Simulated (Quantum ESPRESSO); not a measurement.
Sn2MgAu3Zr2, one run as intended and one with a planted mistake

A calculation, not a measurement. The program is pw.x of Quantum ESPRESSO 7.5 (plane-wave density functional theory). The cell is made up: eight metal atoms on a hexagonal close-packed lattice, with elements, volume, strain and displacements drawn at random and not relaxed, so it may be unstable or far from any real phase. PseudoDojo standard norm-conserving files set the functional (PBE unless stated); there is no spin polarisation or spin-orbit coupling, the Fermi-Dirac width of 0.25 eV means electrons at about 2900 K, and the masses in the input are unused placeholders. The tin pseudopotential is less sure than most, with forces differing by about three percent from a second method on plain tin. Heavy elements are run without spin-orbit coupling, which real alloys of them have. A spin test at this wide smearing found no moment, but such smearing suppresses magnetism that the real alloy may have.

Intended input:

```
&control calculation='scf', pseudo_dir='./dojo.nc.sr.pbe.v0_5.standard.upf', outdir='./o', disk_io='minimal', tprnfor=.true., tstress=.true. /
&system ibrav=0, nat=8, ntyp=4, nbnd=70, ecutwfc=84.00895049, nosym=.true., tot_charge=0,
 occupations='smearing', smearing='fd', degauss=0.0183746611
/
&electrons conv_thr=1.470e-08, electron_maxstep=70, mixing_beta=0.5 /
ATOMIC_SPECIES
Au 1.0 Au.upf
Mg 1.0 Mg.upf
Sn 1.0 Sn.upf
Zr 1.0 Zr.upf
CELL_PARAMETERS angstrom
0.0 5.3643 0.0
3.0971 0.0 5.1875
3.0971 0.0 -5.1875
ATOMIC_POSITIONS angstrom
Sn 0.1736 0.1494 0.0382
Mg 3.3151 0.1182 0.0984
Au 3.248 1.861 -2.6607
Au 2.995 1.6674 2.6914
Zr 1.5736 2.5879 0.1317
Sn 4.5384 2.7088 -0.0745
Zr 1.6116 4.5739 -2.6601
Au 1.4124 4.7343 2.5678
K_POINTS automatic
5 5 5 1 1 1
```

The log is shortened where brackets say so; the opening notice, blank lines, dates and the lines on written files are dropped, and the path of the files is cut. It prints rydbergs, bohrs and kilobars, and counts compression as positive stress. Its total energy is the free energy E - TS of the whole cell.

Log of the intended run:

```
     Program PWSCF v.7.5
     Parallel version (MPI & OpenMP), running on       4 processor cores
     Number of MPI processes:                 4
     Threads/MPI process:                     1
     [start-up lines left out]
     bravais-lattice index     =            0
     lattice parameter (alat)  =      10.1371  a.u.
     unit-cell volume          =    1163.1962 (a.u.)^3
     number of atoms/cell      =            8
     number of atomic types    =            4
     number of electrons       =       119.00
     number of Kohn-Sham states=           70
     kinetic-energy cutoff     =      84.0090  Ry
     charge density cutoff     =     336.0358  Ry
     scf convergence threshold =      1.5E-08
     mixing beta               =       0.5000
     number of iterations used =            8  plain     mixing
     Exchange-correlation= PBE
                           (   1   4   3   4   0   0   0)
     [axes and pseudopotential details left out]
   Cartesian axes
     site n.     atom                  positions (alat units)
         1        Sn     tau(   1) = (   0.0323621   0.0278508   0.0071212  )
         2        Mg     tau(   2) = (   0.6179930   0.0220346   0.0183435  )
         3        Au     tau(   3) = (   0.6054844   0.3469232  -0.4960013  )
         4        Au     tau(   4) = (   0.5583208   0.3108327   0.5017244  )
         5        Zr     tau(   5) = (   0.2933468   0.4824301   0.0245512  )
         6        Sn     tau(   6) = (   0.8460377   0.5049680  -0.0138881  )
         7        Zr     tau(   7) = (   0.3004306   0.8526555  -0.4958895  )
         8        Au     tau(   8) = (   0.2632962   0.8825569   0.4786831  )
     number of k points=    63  Fermi-Dirac smearing, width (Ry)=  0.0184
                       cart. coord. in units 2pi/alat
        k(    1) = (   0.1732040   0.1000000   0.0000000), wk =   0.0320000
        k(    2) = (   0.3464079   0.1000000  -0.1034082), wk =   0.0320000
     [further k points left out]
     Dense  grid:   121029 G-vectors     FFT dimensions: (  60,  72,  72)
     Estimated max dynamical RAM per process >     469.85 MB
     Estimated total dynamical RAM >       1.75 GB
     Initial potential from superposition of free atoms
     starting charge     118.9911, renormalised to     119.0000
     Starting wfcs are   73 randomized atomic wfcs
     total cpu time spent up to now is        6.3 secs
     per-process dynamical memory:   371.9 Mb
     Self-consistent Calculation
     iteration #  1     ecut=    84.01 Ry     beta= 0.50
     Davidson diagonalization with overlap
     ethr =  1.00E-02,  avg # of iterations =  3.5
     total cpu time spent up to now is       19.9 secs
     total energy              =   -1525.11499669 Ry
     estimated scf accuracy    <       1.38019810 Ry
     iteration #  2     ecut=    84.01 Ry     beta= 0.50
     Davidson diagonalization with overlap
     ethr =  1.16E-03,  avg # of iterations =  4.2
     total cpu time spent up to now is       34.6 secs
     total energy              =   -1525.52105145 Ry
     estimated scf accuracy    <       2.84452691 Ry
     [iterations 3 to 10 left out]
     iteration # 11     ecut=    84.01 Ry     beta= 0.50
     Davidson diagonalization with overlap
     ethr =  3.08E-10,  avg # of iterations =  3.4
     total cpu time spent up to now is      152.2 secs
     total energy              =   -1525.85013833 Ry
     estimated scf accuracy    <       0.00000005 Ry
     iteration # 12     ecut=    84.01 Ry     beta= 0.50
     Davidson diagonalization with overlap
     ethr =  3.97E-11,  avg # of iterations =  2.4
     total cpu time spent up to now is      162.7 secs
     End of self-consistent calculation
     [lines on levels left out]
!    total energy              =   -1525.85013834 Ry
     estimated scf accuracy    <          5.2E-09 Ry
     smearing contrib. (-TS)   =      -0.08078059 Ry
     internal energy E=F+TS    =   -1525.76935775 Ry
     The total energy is F=E-TS. E is the sum of the following terms:
     one-electron contribution =    -597.01015957 Ry
     hartree contribution      =     350.33790522 Ry
     xc contribution           =    -300.37907555 Ry
     ewald contribution        =    -978.71802785 Ry
     convergence has been achieved in  12 iterations
     Forces acting on atoms (cartesian axes, Ry/au):
     atom    1 type  3   force =    -0.00331542   -0.05778226   -0.01416434
     atom    2 type  2   force =    -0.02268808   -0.01993508   -0.02144930
     atom    3 type  1   force =    -0.04559535    0.02761348    0.02837132
     atom    4 type  1   force =     0.04070136    0.02341646   -0.00790312
     atom    5 type  4   force =    -0.00250432    0.06411869   -0.01016919
     atom    6 type  3   force =     0.01654540    0.02751619    0.00656085
     atom    7 type  4   force =     0.00128030   -0.01907509    0.02129698
     atom    8 type  1   force =     0.01557611   -0.04587240   -0.00254319
     Total force =     0.138938     Total SCF correction =     0.000387
     Computing stress (Cartesian axis) and pressure
          total   stress  (Ry/bohr**3)                   (kbar)     P=       -7.24
  -0.00005945   0.00002774   0.00010532           -8.75        4.08       15.49
   0.00002774   0.00008565  -0.00009531            4.08       12.60      -14.02
   0.00010532  -0.00009531  -0.00017378           15.49      -14.02      -25.56
     init_run     :      5.97s CPU      6.22s WALL (       1 calls)
     electrons    :    154.48s CPU    156.41s WALL (       1 calls)
     forces       :      1.87s CPU      1.88s WALL (       1 calls)
     stress       :      7.23s CPU      7.38s WALL (       1 calls)
     [timing details left out]
     PWSCF        :   2m49.62s CPU   2m51.99s WALL
     JOB DONE.
```

A second run has one planted mistake: two atoms have their elements exchanged. The input lines that differ:

```
- Sn 4.5384 2.7088 -0.0745
- Zr 1.6116 4.5739 -2.6601
+ Zr 4.5384 2.7088 -0.0745
+ Sn 1.6116 4.5739 -2.6601
```

Its log:

```
     Program PWSCF v.7.5
     Parallel version (MPI & OpenMP), running on       4 processor cores
     Number of MPI processes:                 4
     Threads/MPI process:                     1
     [start-up lines left out]
     bravais-lattice index     =            0
     lattice parameter (alat)  =      10.1371  a.u.
     unit-cell volume          =    1163.1962 (a.u.)^3
     number of atoms/cell      =            8
     number of atomic types    =            4
     number of electrons       =       119.00
     number of Kohn-Sham states=           70
     kinetic-energy cutoff     =      84.0090  Ry
     charge density cutoff     =     336.0358  Ry
     scf convergence threshold =      1.5E-08
     mixing beta               =       0.5000
     number of iterations used =            8  plain     mixing
     Exchange-correlation= PBE
                           (   1   4   3   4   0   0   0)
     [axes and pseudopotential details left out]
   Cartesian axes
     site n.     atom                  positions (alat units)
         1        Sn     tau(   1) = (   0.0323621   0.0278508   0.0071212  )
         2        Mg     tau(   2) = (   0.6179930   0.0220346   0.0183435  )
         3        Au     tau(   3) = (   0.6054844   0.3469232  -0.4960013  )
         4        Au     tau(   4) = (   0.5583208   0.3108327   0.5017244  )
         5        Zr     tau(   5) = (   0.2933468   0.4824301   0.0245512  )
         6        Zr     tau(   6) = (   0.8460377   0.5049680  -0.0138881  )
         7        Sn     tau(   7) = (   0.3004306   0.8526555  -0.4958895  )
         8        Au     tau(   8) = (   0.2632962   0.8825569   0.4786831  )
     number of k points=    63  Fermi-Dirac smearing, width (Ry)=  0.0184
                       cart. coord. in units 2pi/alat
        k(    1) = (   0.1732040   0.1000000   0.0000000), wk =   0.0320000
        k(    2) = (   0.3464079   0.1000000  -0.1034082), wk =   0.0320000
     [further k points left out]
     Dense  grid:   121029 G-vectors     FFT dimensions: (  60,  72,  72)
     Estimated max dynamical RAM per process >     469.85 MB
     Estimated total dynamical RAM >       1.75 GB
     Initial potential from superposition of free atoms
     starting charge     118.9911, renormalised to     119.0000
     Starting wfcs are   73 randomized atomic wfcs
     total cpu time spent up to now is        6.1 secs
     per-process dynamical memory:   371.9 Mb
     Self-consistent Calculation
     iteration #  1     ecut=    84.01 Ry     beta= 0.50
     Davidson diagonalization with overlap
     ethr =  1.00E-02,  avg # of iterations =  3.3
     total cpu time spent up to now is       19.6 secs
     total energy              =   -1524.71813528 Ry
     estimated scf accuracy    <       1.96840996 Ry
     iteration #  2     ecut=    84.01 Ry     beta= 0.50
     Davidson diagonalization with overlap
     ethr =  1.65E-03,  avg # of iterations =  4.3
     total cpu time spent up to now is       34.9 secs
     total energy              =   -1525.26656787 Ry
     estimated scf accuracy    <       5.08890356 Ry
     [iterations 3 to 11 left out]
     iteration # 12     ecut=    84.01 Ry     beta= 0.50
     Davidson diagonalization with overlap
     ethr =  7.74E-11,  avg # of iterations =  3.9
     total cpu time spent up to now is      172.5 secs
     total energy              =   -1525.80801904 Ry
     estimated scf accuracy    <       0.00000004 Ry
     iteration # 13     ecut=    84.01 Ry     beta= 0.50
     Davidson diagonalization with overlap
     ethr =  3.05E-11,  avg # of iterations =  2.0
     total cpu time spent up to now is      185.5 secs
     End of self-consistent calculation
     [lines on levels left out]
!    total energy              =   -1525.80801905 Ry
     estimated scf accuracy    <          4.1E-09 Ry
     smearing contrib. (-TS)   =      -0.08846503 Ry
     internal energy E=F+TS    =   -1525.71955402 Ry
     The total energy is F=E-TS. E is the sum of the following terms:
     one-electron contribution =    -597.49808809 Ry
     hartree contribution      =     350.71941370 Ry
     xc contribution           =    -300.42628218 Ry
     ewald contribution        =    -978.51459745 Ry
     convergence has been achieved in  13 iterations
     Forces acting on atoms (cartesian axes, Ry/au):
     atom    1 type  3   force =    -0.02075370   -0.04740292   -0.01834472
     atom    2 type  2   force =    -0.02755105   -0.02191669   -0.01145591
     atom    3 type  1   force =    -0.03272031    0.02997868    0.02332446
     atom    4 type  1   force =     0.02895663    0.03602759   -0.01449039
     atom    5 type  4   force =     0.00384142    0.06521901   -0.00258037
     atom    6 type  4   force =     0.04577420    0.02551727   -0.00959340
     atom    7 type  3   force =    -0.00734769   -0.03587424    0.02101371
     atom    8 type  1   force =     0.00980048   -0.05154870    0.01212662
     Total force =     0.145055     Total SCF correction =     0.000209
     Computing stress (Cartesian axis) and pressure
          total   stress  (Ry/bohr**3)                   (kbar)     P=        6.66
   0.00017540   0.00004409  -0.00001402           25.80        6.49       -2.06
   0.00004409   0.00022880  -0.00000213            6.49       33.66       -0.31
  -0.00001402  -0.00000213  -0.00026845           -2.06       -0.31      -39.49
     init_run     :      5.84s CPU      6.08s WALL (       1 calls)
     electrons    :    177.21s CPU    179.40s WALL (       1 calls)
     forces       :      2.40s CPU      2.41s WALL (       1 calls)
     stress       :      8.37s CPU      8.55s WALL (       1 calls)
     [timing details left out]
     PWSCF        :   3m13.89s CPU   3m16.53s WALL
     JOB DONE.
```

|  | intended run | run with the mistake |
| --- | --- | --- |
| free energy (eV) | -20760.249 | -20759.676 |
| entropy term -TS, part of it (eV) | -1.099 | -1.204 |
| pressure (GPa) | -0.72 | 0.67 |
| size of the largest force component (eV/Å) | 1.649 | 1.677 |
| largest change of a force component (eV/Å) |  | 0.752 |
| iterations | 12 | 13 |

For scale, a rerun of the intended cell at a higher cutoff and on a denser mesh moved values by no more than 0.003 eV in energy, 0.07 GPa in stress and 0.007 eV/Å in force, and a second program with other atomic files agreed on that cell to 2 % rms in force and 0.5 GPa in pressure.